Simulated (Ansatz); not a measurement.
# Does relaxation matter for the field gradients of SiO₂?

Start: a COD entry.

Space group P4_12_12 (No. 92); a = 4.9790, c = 6.9500 Å.

```csv
site,Wyckoff,site symmetry,x,y,z
Si,4a,..2,0.3002,0.3002,0.0000
O,8b,1,0.2394,0.1049,0.1785
```

One atom of each set is listed.

Level of theory: DFT, PBE, plane waves and PAW, scalar-relativistic, 420 eV cutoff, Γ-centred 5×5×4 k-points, Fermi–Dirac smearing 0.02 eV (Ansatz 0.2.0).

The largest force at the start is 0.42 eV/Å. Relaxing the ions at fixed cell moves them by 0.065 Å at most (atom 10, O) and 0.055 Å rms. End positions:

Si (0.3044, 0.3044, 0.0000)
O (0.2371, 0.1148, 0.1843)

| site | moved (Å) | first shell before | first shell after | V_zz before (10²¹ V/m²) | η before |
| --- | --- | --- | --- | --- | --- |
| Si | 0.030 | 4 O at 1.60–1.61 Å | 4 O at 1.62–1.63 Å | -0.31 | 0.76 |
| O | 0.065 | 2 Si at 1.60–1.61 Å, angle 146° | 2 Si at 1.62–1.63 Å, angle 143° | 9.20 | 0.14 |

Problem. How do the gradients change?

Solution. 

```json
{"site": "Si", "V_zz after": "-0.39", "η after": "0.78", "change of V_zz": "-0.08"}
{"site": "O", "V_zz after": "9.48", "η after": "0.19", "change of V_zz": "+0.28"}
```

The largest change of V_zz is on O, from 9.20 to 9.48. In per cent, |V_zz| changes by +3 on O (all sites that start above 0.5).
